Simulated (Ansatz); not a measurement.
## Profile along the As–As line in As (space group Cmce)

As (space group Cmce)

Space group Cmce (No. 64); a = 3.7129 Å, b = 10.7540 Å, c = 4.2264 Å, α = β = γ = 90.00°

```csv
atom,site,symmetry,x,y,z
As,8f,m..,0.0000,0.1127,0.0544
```
(The calculation used a cell of 4 atoms; values per cell refer to that cell.)

Fields along a shortest As–As line of a (010) plane (2.49 Å), from As to As, interpolated on the slice's grid (step about 0.1 Å). Level of theory: LDA (plane waves to 420 eV, PAW, scalar-relativistic; Ansatz, a quantum-chemistry and plane-wave program). k mesh 13×13×11. Inside the PAW spheres the values are not all-electron values, and peaks at nuclei hang on which shells count as valence. As was relaxed with its symmetry unable to fall.

| distance from As (Å) | valence electron density (e/Å³) | electron localisation function |
|---|---|---|
| 0.00 | 32.73 | x |
| 0.12 | 30.26 | x |
| 0.25 | 21.78 | x |
| 0.37 | 12.71 | x |
| 0.50 | 6.22 | x |
| 0.62 | 2.76 | 0.51 |
| 0.75 | 1.31 | 0.61 |
| 0.87 | 0.79 | 0.65 |
| 1.00 | 0.62 | 0.68 |
| 1.12 | 0.54 | 0.72 |
| 1.25 | 0.52 | 0.73 |
| 1.37 | 0.54 | 0.72 |
| 1.49 | 0.62 | 0.68 |
| 1.62 | 0.79 | 0.65 |
| 1.74 | 1.31 | 0.61 |
| 1.87 | 2.76 | 0.51 |
| 1.99 | 6.23 | x |
| 2.12 | 12.72 | x |
| 2.24 | 21.77 | x |
| 2.37 | 30.24 | x |
| 2.49 | 33.71 | x |

x: too close to a nucleus for the ELF to mean much.

Density on the As–As line (2.49 Å) at its midpoint: 0.52 e/Å³. ELF at that point: 0.7. ELF maximum in the middle third of the As–As line: 0.73, 1.2 Å from As.
